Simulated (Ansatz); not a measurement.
In plane-wave PAW PBE (Ansatz code), Bi in the fcc (Cu type) structure (Fm-3m) relaxes to a = 5.033 Å. Bi has 12 nearest neighbours from 3.56 Å (cuboctahedral).

Electronic character: metallic (no gap). Gap from PBE with spin–orbit coupling: none (metallic).

The bulk modulus is 50.9 GPa.

The start of the workflow was typed in or built on a structure type; neither database checked (COD, Materials Project) lists it. It is not the phase usual at ambient conditions (space group No. 166). The cell was relaxed with PBE under the symmetry of its start; its stability against distortions is not shown here. Scalar-relativistic: spin–orbit coupling is off unless named, which matters more the heavier the elements.

Potentials: the later of the program's two PAW sets.
